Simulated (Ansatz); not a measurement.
LiH (rock salt) is sheared across one {110} plane: the third cell vector gains the shift, so faults repeat every 4.2 Å. The cut lies between planes 1.42 Å apart; the cell height is held.

```
LiH
1.0
    2.83227     0.00000     0.00000
    0.00000     4.00544     0.00000
    1.41614     2.00272     4.24841
Li H
3 3
Direct
  0.00000   0.00000   0.83333
  0.33333   0.33333   0.16667
  0.66667   0.66667   0.50000
  0.00000   0.50000   0.83333
  0.33333   0.83333   0.16667
  0.66667   0.16667   0.50000
```

In-plane vectors a = (2.832, 0.000) Å, b = (0.000, 4.005) Å, area 11.34 Å². The shift is s times the vector a + b (length 4.906 Å), so s = 1 restores the start. Atoms relax along the normal only. γ = [E(shift) − E(0)] / area.

Calculation: r2SCAN (plane waves to 500 eV, PAW, scalar-relativistic; Ansatz, an electronic-structure program). k mesh 10×10×10 (Γ-centred), Fermi-Dirac smearing 0.05 eV. Energies are extrapolated to zero smearing. Some relaxations began with atoms very close together and may have settled on another branch. As the smearing reaches across the gap at some points, the k mesh leaves noise in γ, roughly 0.02 J/m² as judged from a few cases. Faults lie only 4.2 Å apart, and holding the cell height raises γ above its relaxed value. LiH was relaxed with its symmetry unable to fall. The zero of γ is zero shift. The last digit holds for this mesh only.

```tsv
s	γ (J/m²)
0.000	0.00
0.083	0.25
0.167	0.91
0.250	withheld
0.333	2.84
0.417	3.61
0.500	3.89
0.583	3.61
0.667	2.84
0.750	withheld
0.833	0.91
0.917	0.25
```

### Question
Fit a Fourier form (three harmonics of 1 − cos and sin) to the given rows and predict γ at s = 0.750.

### Answer
Least squares on the 10 given rows: γ = (1.941)·[1 − cos(2πs)] + (-0.047)·[1 − cos(4πs)], in J/m²; root-mean-square residual 0.009 J/m². At 0.750 the fit gives 1.85 J/m²; the calculation gives 1.84 J/m², so the interpolation is off by 0.01 (+0.5 %). 

(The slope of γ gives the shear force per area between the displaced halves; near zero shift its curvature is an elastic stiffness.)
